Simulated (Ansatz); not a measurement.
# TiAl (P-6m2), stationary points along a deformation path

The calculation used DFT PBEsol, scalar-relativistic, plane waves, PAW in Ansatz 0.2.0. The runs took a 420 eV cutoff, a Γ-centred 21×21×12 mesh and Gaussian smearing (0.15 eV). No spin polarisation. Energies are free energies at this smearing, counted from the undisturbed cell; pressure is positive in compression.

The undisturbed cell (as given, not relaxed at this level; it stands at -2.8 GPa, and it needn't be the usual structure):

```
Ti Al
1.0
     2.86726    0.00000    0.00000
    -1.43363    2.48312    0.00000
     0.00000    0.00000    4.67808
Ti Al
1 1
Cartesian
  -1.4336 2.4831 0.0000
  0.0000 1.6554 2.3390
```

At fixed volume and fractional coordinates, lengths along (0.000, 0.000, 1.000) are scaled against those across it; ρ is that ratio over its starting value. V = 16.653 Å³/atom. Δσ is the stress along the axis less the mean stress across it (compression positive).

```csv
ρ,ΔE (meV/atom),Δσ (GPa),space group
0.800,178.8,22.08,P-6m2
0.850,94.6,17.51,P-6m2
0.920,22.3,8.75,P-6m2
0.960,3.6,3.86,P-6m2
1.000,0.0,-1.44,P-6m2
1.050,17.0,-8.81,P-6m2
1.100,58.2,-16.88,P-6m2
1.200,206.1,-31.78,P-6m2
1.300,413.2,-42.27,P-6m2
```

Problem. How does the stress give the slope of the energy, and where is the energy stationary?

Solution. Along the path d ln(length) is 2/3 d ln ρ on the axis and −1/3 d ln ρ across it, so dE/d ln ρ = −(2/3) V Δσ: the energy falls with ρ where Δσ is positive. Δσ vanishes or changes sign between ρ = 0.960 and 1.000, a minimum (near 0.99 by linear interpolation). Pairs of stationary points between two samples would go unseen, and could change a minimum read from distant neighbours into a maximum.

Problem. Integrate that slope from ρ = 1 to 1.200 by the trapezoid rule.

Solution. With V/N in Å³ and 1 eV/Å³ = 160.2 GPa the slopes at ρ = 1.000, 1.050, 1.100, 1.200 are 100, 611, 1170, 2202 meV/atom per unit of ln ρ. The steps add 17.3 + 41.4 + 146.7 = 205.5 meV/atom, against 206.1 from the energies; the trapezoid rule misses the curvature of the slope within each step.

In a metal these slopes depend on the k mesh and the smearing.